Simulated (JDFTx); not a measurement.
An input for JDFTx (a modified build) (Hf(1 1 -2 0), CANDLE, water, 2 M NaF; bohr, hartree) and the course of its log:

```
lattice \
  9.5337438878 0.0000000000 0.0000000000 \
  0.0000000000 10.4489840191 0.0000000000 \
  0.0000000000 0.0000000000 45.3534269910
coords-type Lattice
ion Hf 0.2500000000 0.1860795047 -0.1617626538 0
ion Hf 0.7500000000 0.8139204953 -0.1617626538 0
ion Hf 0.2500000000 0.6666666670 -0.0997618730 0
ion Hf 0.7500000000 0.3333333330 -0.0997618730 0
ion Hf 0.2500000000 0.1666666670 -0.0332539580 0
ion Hf 0.7500000000 0.8333333330 -0.0332539580 0
ion Hf 0.2500000000 0.6666666670 0.0332539580 0
ion Hf 0.7500000000 0.3333333330 0.0332539580 0
ion Hf 0.2500000000 0.1666666670 0.0997618730 0
ion Hf 0.7500000000 0.8333333330 0.0997618730 0
ion Hf 0.2500000000 0.6860795047 0.1617626538 0
ion Hf 0.7500000000 0.3139204953 0.1617626538 0
ion-species pseudo/hf_pbe_v1.upf
elec-cutoff 20 100
elec-ex-corr gga-PBE
coulomb-interaction Slab 001
coulomb-truncation-embed 0 0 0
kpoint-folding 4 4 1
elec-smearing Fermi 0.01
elec-n-bands 91
target-mu -0.067619
electronic-scf nIterations 100 energyDiffThreshold 1e-07
fluid LinearPCM
pcm-variant CANDLE
fluid-solvent H2O
fluid-cation Na+ 2
fluid-anion F- 2
fluid-minimize nIterations 400 knormThreshold 1e-12
wavefunction read f0.wfns
elec-initial-eigenvals f0.eigenvals
elec-initial-fillings read f0.fillings
fluid-initial-state f0.fluidState
dump-name f0_u0.$VAR
dump End State Ecomponents EigStats BandEigs Forces ElecDensity IonicPositions Fillings Kpoints Dtot FluidDebug BoundCharge FluidDensity
```

```
[one cycle in 5 is shown, and the last three; fluid-solver lines are left out]
	FillingsUpdate:  mu: -0.067619000  nElectrons: 159.967469
SCF: Cycle:  0   G: -568.111174494518195   dG: +1.945e+01   |Residual|: 4.019e-01   |deigs|: 9.929e-08
	FillingsUpdate:  mu: -0.067619000  nElectrons: 148.748169
SCF: Cycle:  5   G: -587.160992472887074   dG: -3.072e+00   |Residual|: 1.220e-01   |deigs|: 9.038e-03
	FillingsUpdate:  mu: -0.067619000  nElectrons: 170.002865
SCF: Cycle: 10   G: -532.824125493014890   dG: +4.595e+01   |Residual|: 6.373e-01   |deigs|: 2.992e-02
	FillingsUpdate:  mu: -0.067619000  nElectrons: 173.620595
SCF: Cycle: 15   G: -506.789734497984909   dG: -4.561e+01   |Residual|: 7.642e-01   |deigs|: 4.516e-02
	FillingsUpdate:  mu: -0.067619000  nElectrons: 177.196769
SCF: Cycle: 20   G: -482.868759450439484   dG: -1.909e+01   |Residual|: 8.740e-01   |deigs|: 1.758e-02
	FillingsUpdate:  mu: -0.067619000  nElectrons: 155.950366
SCF: Cycle: 25   G: -575.405116707630214   dG: +5.630e+00   |Residual|: 3.120e-01   |deigs|: 6.691e-03
	FillingsUpdate:  mu: -0.067619000  nElectrons: 168.265196
SCF: Cycle: 30   G: -533.175013224996292   dG: +4.219e+01   |Residual|: 6.358e-01   |deigs|: 2.581e-02
	FillingsUpdate:  mu: -0.067619000  nElectrons: 158.486811
SCF: Cycle: 35   G: -568.994486919581391   dG: -4.061e+00   |Residual|: 3.790e-01   |deigs|: 2.836e-03
	FillingsUpdate:  mu: -0.067619000  nElectrons: 149.709094
SCF: Cycle: 40   G: -584.913679329640786   dG: -1.304e+00   |Residual|: 1.569e-01   |deigs|: 2.662e-03
	FillingsUpdate:  mu: -0.067619000  nElectrons: 172.362364
SCF: Cycle: 45   G: -514.431515554205021   dG: +6.220e+01   |Residual|: 7.286e-01   |deigs|: 3.571e-02
	FillingsUpdate:  mu: -0.067619000  nElectrons: 152.293335
SCF: Cycle: 50   G: -581.166108218885370   dG: +1.321e+00   |Residual|: 2.269e-01   |deigs|: 1.871e-03
	FillingsUpdate:  mu: -0.067619000  nElectrons: 140.714446
SCF: Cycle: 55   G: -586.160781381626521   dG: -3.585e+00   |Residual|: 1.158e-01   |deigs|: 7.576e-03
	FillingsUpdate:  mu: -0.067619000  nElectrons: 140.382194
SCF: Cycle: 60   G: -586.277476000812499   dG: -2.133e+00   |Residual|: 8.552e-02   |deigs|: 6.082e-03
	FillingsUpdate:  mu: -0.067619000  nElectrons: 149.484349
SCF: Cycle: 65   G: -584.561125844663479   dG: -7.916e-01   |Residual|: 1.554e-01   |deigs|: 1.664e-03
	FillingsUpdate:  mu: -0.067619000  nElectrons: 152.318758
SCF: Cycle: 70   G: -580.788040071066803   dG: +2.544e+00   |Residual|: 2.263e-01   |deigs|: 3.799e-03
	FillingsUpdate:  mu: -0.067619000  nElectrons: 163.055194
SCF: Cycle: 75   G: -552.102726820480370   dG: -5.585e+00   |Residual|: 4.756e-01   |deigs|: 3.661e-03
	FillingsUpdate:  mu: -0.067619000  nElectrons: 155.249847
SCF: Cycle: 80   G: -574.542481442096346   dG: -3.216e+00   |Residual|: 3.103e-01   |deigs|: 2.744e-03
	FillingsUpdate:  mu: -0.067619000  nElectrons: 155.505629
SCF: Cycle: 85   G: -575.941884645810887   dG: -7.661e+01   |Residual|: 2.885e-01   |deigs|: 4.245e-02
	FillingsUpdate:  mu: -0.067619000  nElectrons: 151.069824
SCF: Cycle: 90   G: -582.650350952799840   dG: -6.315e+01   |Residual|: 1.983e-01   |deigs|: 4.052e-02
	FillingsUpdate:  mu: -0.067619000  nElectrons: 148.917007
SCF: Cycle: 95   G: -584.618956382382976   dG: -1.635e+00   |Residual|: 1.571e-01   |deigs|: 3.230e-03
	FillingsUpdate:  mu: -0.067619000  nElectrons: 146.052364
SCF: Cycle: 97   G: -586.725776074009786   dG: +1.008e-01   |Residual|: 9.433e-02   |deigs|: 7.035e-04
	FillingsUpdate:  mu: -0.067619000  nElectrons: 146.640408
SCF: Cycle: 98   G: -586.396882064455667   dG: +3.289e-01   |Residual|: 1.064e-01   |deigs|: 1.528e-03
	FillingsUpdate:  mu: -0.067619000  nElectrons: 146.858591
SCF: Cycle: 99   G: -586.214990367450469   dG: +1.819e-01   |Residual|: 1.121e-01   |deigs|: 6.733e-04
SCF: None of the convergence criteria satisfied after 100 iterations.
IonicMinimize: Iter:   0  G: -586.214990367450469  |grad|_K:  0.000e+00
IonicMinimize: Converged (|grad|_K<1.000000e-04).
```

This run gave no converged result. The electronic loop ended without meeting its threshold, so the last energy, electron count and forces aren't results.
